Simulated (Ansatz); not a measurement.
**Cs (Im-3m), two-dimensional strain map**

Theory: DFT LDA, scalar-relativistic, plane waves, PAW (Ansatz 0.2.0). The runs took a 420 eV cutoff, a Γ-centred 12×12×12 mesh and Gaussian smearing (0.15 eV). No spin polarisation. Energies are free energies at this smearing, counted from the undisturbed cell; pressure is positive in compression.

The undisturbed cell (as given, not relaxed at this level; it stands at -0.3 GPa):

```
CELL_PARAMETERS angstrom
-3.02250 3.02250 3.02250
3.02250 -3.02250 3.02250
3.02250 3.02250 -3.02250
ATOMIC_POSITIONS crystal
Cs 0.00000 0.00000 0.00000
```

The cell is strained by p along both x and y and by q along z, fractional coordinates fixed. Points are written (p, q).

Energy above the undisturbed cell in meV/atom (a dash: not computed):

```csv
p \ q,-0.080,-0.040,0.000,0.040,0.080
-0.080,-5.1,-10.7,-13.3,-13.6,?
-0.040,?,–,-11.3,–,-1.0
0.000,-10.9,-6.7,0.0,?,?
0.040,0.4,–,–,–,–
0.080,18.6,–,42.7,–,72.7
```

(1) Fill in the withheld energies.

Results:

(1) (-0.080, 0.080): -12.0; (-0.040, -0.080): -13.4; (0.000, 0.040): 8.4; (0.000, 0.080): 18.1.